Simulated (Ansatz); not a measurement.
## Property card for Bi₃Te₂S

These are results of DFT PBE, scalar-relativistic, plane waves, PAW in Ansatz 0.2.0, not measurements.

Plane waves to 420 eV, a k mesh through Γ of 6×6×10 on the computed 6-atom cell and Gaussian smearing (0.10 eV); no spin polarisation.

The structure is relaxed at this level of theory with its symmetry kept, and needn't be the ground state of this composition.

```cif
data_structure
_symmetry_space_group_name_H-M 'P31m'
_symmetry_Int_Tables_number 157
_cell_length_a 6.9644
_cell_length_b 6.9644
_cell_length_c 4.3351
_cell_angle_alpha 90.000
_cell_angle_beta 90.000
_cell_angle_gamma 120.000
_cell_volume 182.10
loop_
_atom_site_label
_atom_site_type_symbol
_atom_site_symmetry_multiplicity
_atom_site_Wyckoff_symbol
_atom_site_fract_x
_atom_site_fract_y
_atom_site_fract_z
_atom_site_occupancy
Bi1 Bi 3 c 0.70742 0.00000 0.52532 1
Te1 Te 2 b 0.33333 0.66667 0.02653 1
S1 S 1 a 0.00000 0.00000 0.02757 1
```

| Property | Result |
| --- | --- |
| Space group | P31m (No. 157) |
| Volume per atom | 30.35 Å³ |
| Formation energy from the elements' standard states (uncorrected) | -0.030 eV/atom |
| Kohn–Sham band gap | none (metal) |
| Density of states at the Fermi level | 3.3 states/eV per cell |
| Orbital (Löwdin) character within 0.5 eV of the Fermi level | Bi 6p 59 %, Te 5p 23 %, S 3p 8 % |
| Bader charge by site (e) | Bi (3 in the cell) 0.60, Te (2 in the cell) -0.47, S (1 in the cell) -0.84 |

Spin-orbit coupling is left out, which matters for the bands of heavy elements.

Another cell of Bi3Te2S relaxed alike, in P-3m1, lies 168 meV/atom lower, so this cell isn't the stable form at this level.

The cell was found from a structure generator's guess, not taken from experiment. Löwdin shares on free-atom orbitals overweight diffuse shells.
